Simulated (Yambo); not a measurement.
Yambo run on AlPO$_{4}$ (space group P6_3mc, No. 186). The wavefunctions come from this Quantum ESPRESSO step (PBEsol, PseudoDojo standard norm-conserving files, scalar-relativistic):

```
&CONTROL
  calculation = 'nscf'
  pseudo_dir = './pseudo'
  outdir = './out'
/
&SYSTEM
  ibrav = 0
  nat = 12
  ntyp = 3
  ecutwfc = 84.0
  ecutrho = 336.0
  occupations = 'fixed'
  force_symmorphic = .true.
  nbnd = 298
/
&ELECTRONS
  conv_thr = 1.2000000000000002e-08
  diago_full_acc = .true.
  diago_thr_init = 1e-08
/
ATOMIC_SPECIES
O 15.9990 O.upf
Al 26.9815 Al.upf
P 30.9738 P.upf
CELL_PARAMETERS angstrom
  5.286040032000   0.000000000000   0.000000000000
 -2.643020016000   4.577844953000   0.000000000000
  0.000000000000   0.000000000000   8.629420000000
ATOMIC_POSITIONS crystal
O   0.021459000000   0.510729500000   0.495430000000
O   0.510729500000   0.021459000000   0.995430000000
O   0.489270500000   0.510729500000   0.495430000000
O   0.978541000000   0.489270500000   0.995430000000
O   0.489270500000   0.978541000000   0.495430000000
O   0.510729500000   0.489270500000   0.995430000000
O   0.333333333000   0.666666667000   0.261550000000
O   0.666666667000   0.333333333000   0.761550000000
Al   0.333333333000   0.666666667000   0.061950000000
Al   0.666666667000   0.333333333000   0.561950000000
P   0.666666667000   0.333333333000   0.936990000000
P   0.333333333000   0.666666667000   0.436990000000
K_POINTS automatic
3 3 1 0 0 0
```

Yambo input:

```
rim_cut
gw0
dyson
el_el_corr
HF_and_locXC
ppa
em1d
RandQpts= 1000000
RandGvec= 1 Ry
EXXRLvcs= 84 Ry
VXCRLvcs= 336 Ry
Chimod= "HARTREE"
% BndsRnXp
 1 | 297 |
%
NGsBlkXp= 7 Ry
% LongDrXp
 1.0 | 1.0 | 1.0 |
%
PPAPntXp= 27.2114 eV
% GbndRnge
 1 | 297 |
%
GTermKind= "BG"
DysSolver= "n"
ExtendOut
% QPkrange
 1 | 1 | 32 | 33 |
 3 | 3 | 32 | 33 |
%
```

k points by index: 1 = Γ, 3 = K.

Table of the .qp output:

```
#    K-point    Band    Eo [eV]    E [eV]    E-Eo [eV]    Vxc [eV]    Vnlxc [eV]    Sc|Eo [eV]    Sc|E [eV]    dSc/dw|Eo [eV]    Re(Z)    Im(Z)
#
    1    32    0.000000    -1.965116    -1.965116    -20.09582    -26.02458    3.556487    3.963636    -5.637598    0.828377    -0.961858E-3
    1    33    5.550897    6.488750    0.937853    -7.894569    -4.269274    -2.577759    -2.687442    -3.182178    0.895300    -0.674513E-3
    3    32    -0.186850    -2.185106    -1.998257    -19.81529    -25.77326    3.545379    3.959709    -5.641877    0.828269    -0.976829E-3
    3    33    8.151901    8.999623    0.847722    -6.468196    -3.254355    -2.271685    -2.366118    -3.030977    0.899776    -0.808449E-3
```
(The two width columns are left out.) Convergence of these settings isn't established.

Geometry of the Materials Project entry, not relaxed at this level.
